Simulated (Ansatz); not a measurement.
Ti₂Cd, DFT, LDA, all-electron PAW with datasets made for the crystal, scalar-relativistic (Ansatz 0.2.0), run on 1 thread of Arm Neoverse V1 on a shared host.

The cell comes from COD entry 1525205, which wasn't checked; take it as a given geometry. The listed cell was then made from it by scaling, straining or moving an atom.

Command: `ansatz run input.yaml --threads 1 --pin off --max-ram 4096MiB --backend cpu --events-out ev --progress --plain --runs-dir out`

```yaml
crystal:
  lattice:
    - [-1.4277089943, 1.4277089943, 6.6875583608]
    - [1.4277089943, -1.4277089943, 6.6875583608]
    - [1.4277089943, 1.4277089943, -6.6875583608]
  atoms:
    - { symbol: Ti, position: [0.324, 0.324, 0.0] }
    - { symbol: Ti, position: [0.676, 0.676, 0.0] }
    - { symbol: Cd, position: [0.0, 0.0, 0.0] }
kpoints:
  mp_grid: { grid: [16, 16, 16] }
scf:
  occupations: { method: fermi_dirac, width: 0.08 }
hamiltonian:
  xc: lda
  pseudopotentials: { kind: all_electron, datasets: crystal }
output:
  forces: true
  stress: true
  eigenvalues: true
  efg: { contact_densities: true }
```

(1) How large is the problem that the program sets up?

(2) Estimate the wall time and the peak memory.

(3) And the same cell and mesh by PAW with the default files, asked for forces, stress, eigenvalues, efg, on the same hardware?

Answers

(1) 349 irreducible k-points, 509 plane waves at Γ, 19 bands.

(2) 49 s of wall time for 10 SCF iterations, with a peak of 1.1 GiB. Times on shared machines scatter by tens of per cent.

(3) 22 s, peak memory 0.65 GiB.
